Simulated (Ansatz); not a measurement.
W:
```cif
data_W24
_chemical_formula_sum 'W24'
_space_group_name_H-M_alt 'Fd-3m :1'
_space_group_IT_number 227
_space_group_name_Hall 'F 4d 2 3 -1d'
_cell_length_a 7.34933
_cell_length_b 7.34933
_cell_length_c 7.34933
_cell_angle_alpha 90.000
_cell_angle_beta 90.000
_cell_angle_gamma 90.000
loop_
_atom_site_label
_atom_site_type_symbol
_atom_site_symmetry_multiplicity
_atom_site_Wyckoff_symbol
_atom_site_fract_x
_atom_site_fract_y
_atom_site_fract_z
_atom_site_occupancy
W1 W 8 a 0.00000 0.00000 0.00000 1
W2 W 16 d 0.62500 0.62500 0.62500 1
```
(The calculation used a cell of 6 atoms; values per cell refer to that cell.)

This is the r²SCAN-relaxed structure.

**Question.** All from r²SCAN (plane waves, PAW; program Ansatz), unless another level is named. Give the density of states at the Fermi level.

**Answer.** 1.6 states/eV per atom (mean over ±0.08 eV).

**Question.** What about the gap with spin–orbit coupling?

**Answer.** none (metallic).

The start of the workflow was typed in or built on a structure type; neither database checked (COD, Materials Project) lists it. It is not the phase usual at ambient conditions (space group No. 229). The r²SCAN relaxation kept the symmetry of its start; whether a distortion lowers the energy is not shown. No spin polarisation was allowed. Scalar-relativistic: spin–orbit coupling is off unless named, which matters more the heavier the elements.

Potentials: the earlier of the program's two PAW sets.
